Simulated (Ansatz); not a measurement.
According to DFT-PBE in the program Ansatz with PAW potentials, Si3N4 in the cubic phase (Fd-3m; Si on 16c, Si on 8b, N on 32e) relaxes to a = 7.789 Å. Si on 16c has 6 nearest neighbours from 1.89 Å (octahedral); Si on 8b has 4 nearest neighbours from 1.79 Å (tetrahedral). Its formation energy from the elements is -0.91 eV/atom, with no fitted shifts.

The Kohn–Sham gap is 3.34 eV (indirect). The valence maximum lies on the K–Γ line, 54 % of the way from K and the conduction minimum at Γ.

An equation-of-state fit gives a bulk modulus of 293 GPa.

Symmetry was held in the PBE relaxation. The references are the lowest solids computed at this level, not always the standard phases (solids in place of the gases).

Potentials: the earlier of the program's two PAW sets.
